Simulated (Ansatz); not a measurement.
NiO: input and output of an SCF run

System: NiO, an experimental structure (space group R-3m, primitive cell doubled); the cell holds 4 atoms. Source: COD entry 1526380; it may be a high-temperature, high-pressure or metastable form.

The calculation used DFT, PBEsol+U, PAW, plane waves, scalar-relativistic (Ansatz development build ahead of 0.2.0).

The input:

```yaml
crystal:
  lattice:
    - [1.47584844, 0.8520815, 2.40567]
    - [-1.47584844, 0.8520815, 2.40567]
    - [0.0, -3.40832599, 4.81134]
  atoms:
    - { symbol: Ni, position: [0.0, 0.0, 0.0], spin: 2.0, spin_axis: [-0.324, -1.43, 1.36] }
    - { symbol: Ni, position: [0.0, 0.0, 0.5], spin: 2.0, spin_axis: [-1.134, 1.638, 0.179] }
    - { symbol: O, position: [0.5, 0.5, 0.25] }
    - { symbol: O, position: [0.5, 0.5, 0.75] }
hamiltonian:
  xc: pbesol
  pseudopotentials: { kind: paw }
  hubbard: { sites: [{ species: Ni, l: d, u_eff: 6.2 }] }
  noncollinear_xc: multicollinear
basis:
  ecutwfc: 420
kpoints:
  mp_grid: { grid: [6, 6, 3] }
scf:
  occupations: { method: fermi_dirac, width: 0.05 }
  lower_state_search: "off"
  max_iter: 150
output:
  forces: true
  stress: true
  write_density: true
  write_potential: true
  elf: true
  volumetric_format: npy
magnetization:
  noncollinear: true
```

Launched as:
```sh
ansatz run input.yaml --threads 4 --pin off --max-ram 9216MiB --backend cpu --events-out ev --progress --plain --runs-dir out
```

Output (shortened):

```
Ni: projections on atomic orbitals take those of the free atom [Ne] 3s2 3p6 3d8 4s2, of charge +0.00 (hamiltonian.pseudopotentials.projection_atoms); the dataset's partial waves leave at most 1.6e-6 of an orbital's norm unspanned inside its sphere
O: projections on atomic orbitals take those of the free atom [He] 2s2 2p4, of charge +0.00 (hamiltonian.pseudopotentials.projection_atoms); the dataset's partial waves leave at most 1.9e-8 of an orbital's norm unspanned inside its sphere
Pseudopotentials: kind: paw
Pseudopotential: Ni, paw, valence charge 18, recommended cutoff 420 eV (normal), Ni.paw.azcp
Pseudopotential: O, paw, valence charge 6, recommended cutoff 420 eV (normal), O.paw.azcp
Functional definition: PBEsol
Crystal: 4 atoms, lattice volume = 36.303 Å³
Basis set: ecut = 420 eV, 683 PW (Γ), exchange–correlation on 40×40×80 points (8 copies of the dense FFT grid, shifted against one another)
Bands: 58, of which v1, the nominal top of the filled ones, is band 48 counted from 1 (47 counted from 0)
Symmetry: 2 space group operations
Magnetic group: BNS 2.4 (UNI 4), of the structure as read, at distance tolerance 3.3e-5 Å
k-points: 56 of 108
Non-local potential: Ni, projectors of the file, l = 0: 3, l = 1: 2, l = 2: 3, l = 3: 1
Non-local potential: O, projectors of the file, l = 0: 2, l = 1: 2, l = 2: 1
PAW frozen core: Ni, regenerated for the run's functional, and the local potential with it (the file was generated under x = pbe(κ = 0.804, μ = 0.2195149727645171), c = pbe(β = 0.06672455060314922))
PAW frozen core: O, regenerated for the run's functional, and the local potential with it (the file was generated under x = pbe(κ = 0.804, μ = 0.2195149727645171), c = pbe(β = 0.06672455060314922))
Initial density: superposition of atomic densities (chi_scale 0.1, normalization cell, long waves kept (reshape's long-wave potential 0.00 eV rms))
Starting moments: Σ|m| = 4 μB on 2 of 4 sites
Initial wavefunctions: pseudopotential atomic-orbital guess
Functional: x = pbesol(κ = 0.804, μ = 0.12345679012345678), c = pbesol(β = 0.046)
SCF iter   1: F=—  HF=-12728.886313 eV  |F-HF|=—  |Δ(HF+E_count)|=         —  Δρ=4.66e-1  dr2=6.19e1  dr2_m=8.84e0  ethr=3.10e-3  |M|=6.40e-1 ∫|m|=1.13e0 μB  |m|>n=0.0e0 m-floor=0.0e0 τ_xc=4.5e-3 mc-row=0.0e0  β_m=0.30  ⟨swp⟩=5.6  Hψ=9863  notcnv=0  defer=10
preconditioner: auto → Kerker (q_TF=auto, 2.858 Å⁻¹)  [metal: Δε(μ)=0.030 eV  Ē_g=12.080 eV  σ=0.050 eV  W_gap=0.15  n_scr=16 (ndim 8)  ℏωp=34.9 eV  f_vac=0.000  D(μ)=2.99/eV (n_scr^D=28)]
spin=Noncollinear: Kerker preconditioning applied to the charge; magnetization (m_x, m_y, m_z) channels mix plain (no charge-response kernel on spin).
SCF iter   2: F=—  HF=-12722.737927 eV  |F-HF|=—  |Δ(HF+E_count)|=    6.15e0  Δρ=9.78e-2  dr2=7.53e-1  dr2_m=5.16e-1  ethr=3.10e-3  |M|=1.45e0 ∫|m|=3.00e0 μB  |m|>n=0.0e0 m-floor=0.0e0 τ_xc=3.7e-3 mc-row=0.0e0  β_m=0.30  ⟨swp⟩=4.0  Hψ=8492  notcnv=0  defer=108
preconditioner: auto → none  [insulator: Δε(μ)=0.683 eV  Ē_g=11.059 eV  σ=0.050 eV  W_gap=1.00  n_scr=16 (ndim 8)  ℏωp=34.9 eV  f_vac=0.000  D(μ)=0.01/eV (n_scr^D=0)  ε∞_Penn≈10.9]
SCF iter   3: F=—  HF=-12723.909728 eV  |F-HF|=—  |Δ(HF+E_count)|=    1.17e0  Δρ=6.70e-2  dr2=3.36e-1  dr2_m=3.84e-1  ethr=1.57e-3  |M|=1.51e0 ∫|m|=3.19e0 μB  |m|>n=0.0e0 m-floor=0.0e0 τ_xc=6.1e-3 mc-row=0.0e0  β_m=1.00  ⟨swp⟩=3.1  Hψ=5907  notcnv=0  defer=107
SCF iter   4: F=—  HF=-12724.912479 eV  |F-HF|=—  |Δ(HF+E_count)|=    1.00e0  Δρ=4.80e-2  dr2=9.90e-2  dr2_m=2.35e-1  ethr=7.00e-4  |M|=1.55e0 ∫|m|=3.29e0 μB  |m|>n=0.0e0 m-floor=0.0e0 τ_xc=4.5e-2 mc-row=0.0e0  β_m=1.00  ⟨swp⟩=3.3  Hψ=7438  notcnv=0  defer=121
SCF iter   5: F=—  HF=-12725.521801 eV  |F-HF|=—  |Δ(HF+E_count)|=   6.09e-1  Δρ=5.25e-2  dr2=1.51e-1  dr2_m=2.91e-1  ethr=2.06e-4  |M|=1.63e0 ∫|m|=3.48e0 μB  |m|>n=0.0e0 m-floor=0.0e0 τ_xc=3.4e-2 mc-row=0.0e0  β_m=1.00  ⟨swp⟩=3.4  Hψ=6039  notcnv=0  defer=148
SCF iter   6: F=—  HF=-12725.957110 eV  |F-HF|=—  |Δ(HF+E_count)|=   4.35e-1  Δρ=4.43e-2  dr2=6.49e-2  dr2_m=2.00e-1  ethr=2.06e-4  |M|=1.64e0 ∫|m|=3.54e0 μB  |m|>n=0.0e0 m-floor=0.0e0 τ_xc=3.0e-2 mc-row=0.0e0  β_m=1.00  ⟨swp⟩=2.1  Hψ=4795  notcnv=0  defer=154
SCF iter   7: F=—  HF=-12726.192498 eV  |F-HF|=—  |Δ(HF+E_count)|=   2.35e-1  Δρ=3.52e-2  dr2=1.04e-3  dr2_m=1.25e-1  ethr=1.35e-4  |M|=1.63e0 ∫|m|=3.56e0 μB  |m|>n=0.0e0 m-floor=0.0e0 τ_xc=2.5e-2 mc-row=0.0e0  β_m=1.00  ⟨swp⟩=2.2  Hψ=5393  notcnv=0  defer=232
SCF iter   8: F=—  HF=-12726.339157 eV  |F-HF|=—  |Δ(HF+E_count)|=   1.47e-1  Δρ=2.99e-2  dr2=7.51e-3  dr2_m=9.09e-2  ethr=2.17e-6  |M|=1.63e0 ∫|m|=3.60e0 μB  |m|>n=0.0e0 m-floor=0.0e0 τ_xc=2.1e-2 mc-row=0.0e0  β_m=1.00  ⟨swp⟩=2.0  Hψ=6012  notcnv=0  defer=232
SCF iter   9: F=—  HF=-12726.428923 eV  |F-HF|=—  |Δ(HF+E_count)|=   8.98e-2  Δρ=2.53e-2  dr2=2.09e-2  dr2_m=6.49e-2  ethr=2.17e-6  |M|=1.63e0 ∫|m|=3.63e0 μB  |m|>n=0.0e0 m-floor=0.0e0 τ_xc=1.8e-2 mc-row=0.0e0  β_m=1.00  ⟨swp⟩=2.0  Hψ=4915  notcnv=0  defer=232
SCF iter  10: F=—  HF=-12726.480373 eV  |F-HF|=—  |Δ(HF+E_count)|=   5.14e-2  Δρ=2.06e-2  dr2=1.80e-2  dr2_m=4.29e-2  ethr=2.17e-6  |M|=1.62e0 ∫|m|=3.65e0 μB  |m|>n=0.0e0 m-floor=0.0e0 τ_xc=1.6e-2 mc-row=0.0e0  β_m=0.30  ⟨swp⟩=2.3  Hψ=5460  notcnv=0  defer=232
[... 18 iterations left out ...]
SCF iter  29: F=—  HF=-12726.582028 eV  |F-HF|=—  |Δ(HF+E_count)|=   4.70e-4  Δρ=7.06e-4  dr2=9.54e-5  dr2_m=1.02e-4  ethr=8.75e-8  |M|=1.61e-1 ∫|m|=3.57e0 μB  |m|>n=0.0e0 m-floor=0.0e0 τ_xc=6.8e-3 mc-row=0.0e0  β_m=0.17  ⟨swp⟩=2.0  Hψ=4772  notcnv=0  defer=268
SCF iter  30: F=—  HF=-12726.582330 eV  |F-HF|=—  |Δ(HF+E_count)|=   3.02e-4  Δρ=8.46e-4  dr2=9.12e-5  dr2_m=2.55e-5  ethr=8.75e-8  |M|=1.25e-1 ∫|m|=3.57e0 μB  |m|>n=0.0e0 m-floor=0.0e0 τ_xc=2.5e-3 mc-row=0.0e0  β_m=0.44  ⟨swp⟩=2.1  Hψ=5579  notcnv=0  defer=268
SCF iter  31: F=—  HF=-12726.582522 eV  |F-HF|=—  |Δ(HF+E_count)|=   1.92e-4  Δρ=6.42e-4  dr2=1.19e-4  dr2_m=1.04e-5  ethr=8.75e-8  |M|=8.45e-2 ∫|m|=3.57e0 μB  |m|>n=0.0e0 m-floor=0.0e0 τ_xc=8.8e-4 mc-row=0.0e0  β_m=0.33  ⟨swp⟩=2.1  Hψ=5738  notcnv=0  defer=268
SCF iter  32: F=—  HF=-12726.582589 eV  |F-HF|=—  |Δ(HF+E_count)|=   6.72e-5  Δρ=1.78e-4  dr2=5.61e-6  dr2_m=4.14e-6  ethr=8.75e-8  |M|=4.07e-2 ∫|m|=3.57e0 μB  |m|>n=0.0e0 m-floor=0.0e0 τ_xc=6.5e-4 mc-row=0.0e0  β_m=0.43  ⟨swp⟩=2.1  Hψ=5461  notcnv=0  defer=268
SCF iter  33: F=—  HF=-12726.582613 eV  |F-HF|=—  |Δ(HF+E_count)|=   2.36e-5  Δρ=1.44e-4  dr2=3.42e-6  dr2_m=2.26e-6  ethr=1.17e-8  |M|=1.83e-2 ∫|m|=3.57e0 μB  |m|>n=0.0e0 m-floor=0.0e0 τ_xc=4.5e-4 mc-row=0.0e0  β_m=0.57  ⟨swp⟩=2.5  Hψ=5741  notcnv=0  defer=268
SCF iter  34: F=—  HF=-12726.582623 eV  |F-HF|=—  |Δ(HF+E_count)|=   1.03e-5  Δρ=1.62e-4  dr2=6.97e-6  dr2_m=2.03e-6  ethr=7.13e-9  |M|=1.75e-3 ∫|m|=3.57e0 μB  |m|>n=0.0e0 m-floor=0.0e0 τ_xc=5.3e-4 mc-row=0.0e0  β_m=0.49  ⟨swp⟩=2.3  Hψ=5713  notcnv=0  defer=268
SCF iter  35: F=—  HF=-12726.582624 eV  |F-HF|=—  |Δ(HF+E_count)|=   8.95e-7  Δρ=6.45e-5  dr2=2.54e-7  dr2_m=4.29e-7  ethr=7.13e-9  |M|=1.86e-3 ∫|m|=3.57e0 μB  |m|>n=0.0e0 m-floor=0.0e0 τ_xc=5.5e-5 mc-row=0.0e0  β_m=0.72  ⟨swp⟩=2.0  Hψ=5322  notcnv=0  defer=268
SCF iter  36: F=—  HF=-12726.582626 eV  |F-HF|=—  |Δ(HF+E_count)|=   2.00e-6  Δρ=5.84e-5  dr2=7.26e-7  dr2_m=2.51e-7  ethr=5.28e-10  |M|=2.01e-3 ∫|m|=3.57e0 μB  |m|>n=0.0e0 m-floor=0.0e0 τ_xc=4.0e-5 mc-row=0.0e0  β_m=0.86  ⟨swp⟩=2.4  Hψ=5707  notcnv=0  defer=268
SCF iter  37: F=—  HF=-12726.582627 eV  |F-HF|=—  |Δ(HF+E_count)|=   1.00e-6  Δρ=3.92e-5  dr2=3.74e-7  dr2_m=1.55e-7  ethr=5.28e-10  |M|=1.44e-3 ∫|m|=3.57e0 μB  |m|>n=0.0e0 m-floor=0.0e0 τ_xc=1.4e-4 mc-row=0.0e0  β_m=0.56  ⟨swp⟩=2.6  Hψ=5792  notcnv=0  defer=268
SCF iter  38: F=-12726.582627 eV  HF=-12726.582627 eV  |F-HF|=1.81e-8  |Δ(HF+E_count)|=   1.68e-8  Δρ=1.34e-5  dr2=2.97e-8  dr2_m=2.66e-8  ethr=2.08e-10  |M|=3.13e-4 ∫|m|=3.57e0 μB  |m|>n=0.0e0 m-floor=0.0e0 τ_xc=4.6e-6 mc-row=0.0e0  ⟨swp⟩=13.2  Hψ=25351  notcnv=0
SCF 1 converged in 38 iterations: F = -12726.582627 eV  dr2 = 2.97e-8
  greatest PAW one-centre occupation: 1.001 electrons in one spin orbital (limit 2), on the Ni atom at site 1 (counted from 0), in its partial waves of l = 1
SCF converged after 38 iterations
Magnetization: |M| = 0.0003 μB,  M = (-0.0002, +0.0000, +0.0002) μB
Absolute magnetization: 3.5635 μB (∫|m|, with the PAW one-centre terms)
  site 0: m = (+0.3950, -1.4964, +0.5762) μB, |m| = 1.6514 μB  (R = 0.86 Å)
  site 1: m = (-0.3952, +1.4964, -0.5760) μB, |m| = 1.6514 μB  (R = 0.86 Å)
  site 2: m = (+0.0000, -0.0000, +0.0000) μB, |m| = 0.0000 μB  (R = 0.86 Å)
  site 3: m = (+0.0000, -0.0000, +0.0000) μB, |m| = 0.0000 μB  (R = 0.86 Å)
Free energy (F): -12726.582627 eV
Harris-Foulkes:  -12726.582627 eV  (|F-HF|=1.81e-8)
Internal energy: -12726.582627 eV  (E = F + TS)
E sigma→0 (E₀):  -12726.582627 eV
Fermi energy:    14.467184 eV
--- Per-component energies (eV) ---
  E_band       = -712.204645
  E_kinetic    = 900.083912
  E_local      = -7962.344043  (includes V_loc(G=0)·N_el)
  E_nonlocal   = 1383.060145
  E_hartree    = 3267.009227
  E_xc         = -309.496331
  E_vxc        = -398.904130  (∫ρ·V_xc dr)
  E_hubbard    = 1.831210  (on-site DFT+U / exact-exchange correction)
  E_vhub       = -47.757285  (the Hubbard potential's part of the band-sum identity)
  E_paw        = -3497.593973  (= ΣΔE_a)
  E_vpaw       = -1120.360585  (= ΣTr[D̂ρ^β])
  E_aug_tail   = 0.006307  (compensation charges beyond the density's cutoff)
  E_ewald      = -6509.604235
  E_core_change = 0.465154  (= ΣΔE_core)
  E_smearing   = -0.000000  (= −TS)
  E_closure    = -0.000000  (closes the sum)
  Σ components = -12726.582627   (vs F -12726.582627, Δ=0.00e0)
--- Hubbard shell moments (per corrected site; Tr N, ν in electrons; μ in μ_B) ---
  shell 0: Tr N=8.2935  μ_S=(+0.4002, -1.5164, +0.5839)  μ_L=(+0.0000, -0.0000, -0.0000)  μ=(+0.4002, -1.5164, +0.5839)  ν=0.0000 along (+0.239, -0.906, +0.349)
  shell 1: Tr N=8.2934  μ_S=(-0.4004, +1.5165, -0.5837)  μ_L=(+0.0000, -0.0000, -0.0000)  μ=(-0.4004, +1.5165, -0.5837)  ν=0.0000 along (-0.239, +0.906, -0.349)
--- Forces (eV/Å), atoms counted from 1 ---
  atom   1  Ni     0.00000000     0.00000000     0.00000000
  atom   2  Ni     0.00000000     0.00000000     0.00000000
  atom   3  O      0.00000000     0.00002398    -0.00000840
  atom   4  O     -0.00000000    -0.00002398     0.00000840
  max |Σ_I F_I| component: 0.00e0 eV/Å
--- Stress (GPa, compression-positive) ---
        1.287058       0.000000       0.000000
       -0.000001       0.988743       0.106010
       -0.000000       0.106023       1.562911
  P = ⅓ Tr σ = 1.2796 GPa (12.796 kbar)
--- Band table (eV; the first three rows and the last of 56) ---
k-point 0: bands = ["-90.3616", "-90.3612", "-88.2385", "-88.2381", "-50.8853", "-50.8849", "-50.8708", "-50.8705", "-50.8686", "-50.8682", "-48.8116", "-48.8112", "-48.7964", "-48.7960", "-48.7959", "-48.7955", "-5.4963", "-5.4962", "-3.9832", "-3.9831", "5.5127", "5.5127", "6.6918", "6.6921", "6.6986", "6.6989", "8.3752", "8.3755", "8.3804", "8.3806", "8.6066", "8.6067", "9.4971", "9.4974", "9.5039", "9.5041", "10.8673", "10.8674", "11.9406", "11.9408", "11.9444", "11.9446", "11.9553", "11.9554", "12.0840", "12.0843", "12.0886", "12.0889", "16.0333", "16.0334", [...]
k-point 1: bands = ["-90.3613", "-90.3609", "-88.2382", "-88.2378", "-50.8853", "-50.8849", "-50.8708", "-50.8705", "-50.8686", "-50.8682", "-48.8118", "-48.8115", "-48.7965", "-48.7961", "-48.7960", "-48.7956", "-5.1697", "-5.1696", "-4.4231", "-4.4229", "6.3985", "6.3985", "6.7625", "6.7628", "6.7690", "6.7693", "8.1240", "8.1240", "8.4280", "8.4283", "8.4330", "8.4333", "9.2947", "9.2950", "9.3027", "9.3029", "10.5409", "10.5410", "11.0213", "11.0215", "11.3977", "11.3977", "11.4077", "11.4077", "12.8129", "12.8129", "12.8184", "12.8185", "16.8905", "16.8907", [...]
k-point 2: bands = ["-90.3609", "-90.3605", "-88.2377", "-88.2374", "-50.8845", "-50.8842", "-50.8762", "-50.8759", "-50.8705", "-50.8701", "-48.8109", "-48.8105", "-48.8029", "-48.8025", "-48.7977", "-48.7973", "-5.1696", "-5.1695", "-4.0027", "-4.0026", "6.0495", "6.0495", "6.7205", "6.7207", "6.7889", "6.7891", "7.9601", "7.9603", "8.3755", "8.3758", "8.6791", "8.6792", "8.9944", "8.9946", "9.6180", "9.6182", "10.6703", "10.6703", "10.9525", "10.9526", "11.1367", "11.1368", "11.2013", "11.2013", "12.5511", "12.5511", "12.7284", "12.7284", "16.8062", "16.8065", [...]
k-point 55: bands = ["-90.3597", "-90.3593", "-88.2362", "-88.2358", "-50.8917", "-50.8914", "-50.8821", "-50.8818", "-50.8767", "-50.8764", "-48.8221", "-48.8218", "-48.8084", "-48.8081", "-48.8031", "-48.8027", "-4.1222", "-4.1222", "-3.8947", "-3.8947", "6.0397", "6.0397", "6.7399", "6.7401", "6.8166", "6.8168", "7.2943", "7.2944", "8.1007", "8.1007", "8.7599", "8.7601", "8.9145", "8.9148", "9.5939", "9.5941", "10.0709", "10.0710", "10.4841", "10.4842", "10.9397", "10.9398", "10.9934", "10.9936", "11.9556", "11.9558", "12.3117", "12.3119", "16.9606", "16.9609", [...]
```

A static U favours moments and orbital order; the result depends on U and need not be the measured state. The program warns that the starting moments weren't kept.

The run took 29 s on 4 threads of Arm Neoverse V2, with other jobs on the host, peak memory 0.56 GiB.
